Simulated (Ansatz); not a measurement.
**LuBi$_{2}$BrO$_{4}$: levels and charges under dearer methods**

A database entry relaxed whole under r2SCAN at zero pressure (P4/mmm, No. 123):

```yaml
crystal:
  lattice:
    - [3.84832, 0.00000, 0.00000]
    - [0.00000, 3.84832, 0.00000]
    - [0.00000, 0.00000, 9.24087]
  atoms:
    - { symbol: Lu, position: [0.00000, 0.00000, 0.00000] }
    - { symbol: Bi, position: [0.50000, 0.50000, 0.73380] }
    - { symbol: Bi, position: [0.50000, 0.50000, 0.26620] }
    - { symbol: Br, position: [0.00000, 0.00000, 0.50000] }
    - { symbol: O, position: [0.50000, 0.00000, 0.85467] }
    - { symbol: O, position: [0.00000, 0.50000, 0.85467] }
    - { symbol: O, position: [0.50000, 0.00000, 0.14533] }
    - { symbol: O, position: [0.00000, 0.50000, 0.14533] }
```

Its volume is 17.11 Å³ an atom, +1.7 % against the entry's 16.82, a cell as deposited in COD (2000).

Single points on this cell with plane-wave PAW DFT (Ansatz 0.2.0; r2SCAN 500 eV, hybrids 420 eV; fermi-dirac occupations of width 0.020 eV; no moments): r2SCAN on a 8×8×4 Γ-centred mesh; r2SCAN with spin-orbit coupling on a 6×6×4 Γ-centred mesh; HSE06 on a 6×6×2 Γ-centred mesh; PBE0 on a 6×6×2 Γ-centred mesh.

**Question.** How do gap, pressure and charges move from level to level?

**Answer.** The runs give:

```csv
level,"gap (eV), or kind",pressure (GPa),Bader charge of Lu (e),Bader charge of Bi (e),Bader charge of Br (e),Bader charge of O (e)
r2SCAN,1.90,0.0,+2.27,+1.86,-0.73,-1.32
r2SCAN with spin-orbit coupling,1.67,0.2,+2.27,+1.81,-0.71,-1.29
HSE06,2.38,-0.5,+2.29,+1.89,-0.74,-1.33
PBE0,3.05,-0.5,+2.29,+1.89,-0.74,-1.33
```

Under r2SCAN the gap is 1.90 eV, over mesh and band path. HSE06 moves it by +0.49 eV and PBE0 by +1.16 eV; PBE0 keeps its exact exchange at long range, which widens the gap over HSE06's by 0.67 eV on their common mesh. Spin-orbit coupling moves the r2SCAN gap by -0.23 eV, which the hybrid values lack.

Caveats: the relaxation kept the start's symmetry; HSE06 is read on its mesh and at the zone's corners, PBE0 on its mesh alone; hybrid pressures are good to a few tenths of a GPa; pressure is positive in compression.
